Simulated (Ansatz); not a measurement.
TiCuGe:
```
TiCuGe
1.0
    6.25936     0.00000     0.00000
    0.00000     3.80295     0.00000
    0.00000     0.00000     7.24222
Ti Cu Ge
4 4 4
Cartesian
  0.13207   0.95074   1.34407
  6.12729   2.85222   5.89815
  2.99761   2.85222   4.96518
  3.26175   0.95074   2.27704
  0.95607   0.95074   4.10908
  5.30329   2.85222   3.13315
  2.17361   2.85222   0.48796
  4.08575   0.95074   6.75426
  4.77520   0.95074   4.46319
  1.48416   2.85222   2.77903
  4.61384   2.85222   0.84208
  1.64552   0.95074   6.40014
```

Relaxed with r²SCAN. Special points in fractions of this cell's reciprocal vectors: Γ (0.000, 0.000, 0.000); X (0.500, 0.000, 0.000); S (0.500, 0.500, 0.000); Y (0.000, 0.500, 0.000); Z (0.000, 0.000, 0.500); U (0.500, 0.000, 0.500); R (0.500, 0.500, 0.500); T (0.000, 0.500, 0.500).

Question: List the band energies nearest the Fermi level at these points for the program Ansatz at the r²SCAN level (PAW).

Answer: In eV from the Fermi level; about four levels below and three above (degenerate sets whole), none deeper than 8.9 eV; points with the same levels are listed once.

```
k                    below                above
-  -----------------------  -------------------
Γ  -1.34 -1.00 -0.71 -0.62       0.05 0.35 0.40
X  -0.54 -0.54 -0.30 -0.30  0.14 0.14 0.68 0.68
S  -0.12 -0.12 -0.12 -0.12  1.44 1.44 1.44 1.44
Y  -1.44 -1.44 -0.03 -0.03  0.45 0.45 0.80 0.80
Z  -0.93 -0.93 -0.30 -0.30  0.49 0.49 0.91 0.91
U  -0.68 -0.68 -0.53 -0.53  0.53 0.53 0.85 0.85
R  -0.28 -0.28 -0.28 -0.28  1.35 1.35 1.35 1.35
T  -1.39 -1.39 -0.77 -0.77  0.30 0.30 1.18 1.18
```

Space group Pnma. The first step of the workflow began from a Materials Project structure, measured or hypothetical; the Crystallography Open Database copy checked does not list it. Its standing as an ambient phase is unchecked. The cell was relaxed with r²SCAN under the symmetry of its start; whether a distortion lowers the energy is not shown. The run is not spin-polarised. Spin–orbit coupling is left out wherever it is not named.

Potentials: the later of the program's two PAW sets.
